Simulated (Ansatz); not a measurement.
CoGe (CsCl type, Pm-3m) under volume change, PBE in the plane-wave PAW code Ansatz, scaled uniformly.

| V (Å³/atom) | E − E(relaxed) (meV/atom) | P (GPa) |
|---|---|---|
| 11.442 | 58.5 | 17.62 |
| 11.819 | 24.6 | 11.22 |
| 12.196 | 5.7 | 4.99 |
| 12.573 | 0.0 | 0.00 |
| 12.950 | … | … |
| 13.328 | … | … |
| 13.705 | 42.3 | -10.92 |

Q: Some entries are withheld; supply them.

A: 
- 12.950, E − E(relaxed) (meV/atom): 5.2
- 12.950, P (GPa): -4.34
- 13.328, E − E(relaxed) (meV/atom): 19.9
- 13.328, P (GPa): -7.99

Q: What does a third-order Birch–Murnaghan fit give for V₀, B₀ and B′?

A: V₀ = 12.58 Å³/atom, B₀ = 154 GPa, B′ = 4.2.

The cell is a constructed one: a structure type filled with these elements; neither database checked (COD, Materials Project) lists it. Its standing as an ambient phase is unchecked. Symmetry was held in the PBE relaxation; its stability against distortions is not shown here. Magnetic state: ferromagnetic, chosen from 4 collinear starts compared on coarse meshes (ties went to the first, and starts can fall back to one state), not a proven ground state.

Potentials: the later of the program's two PAW sets.
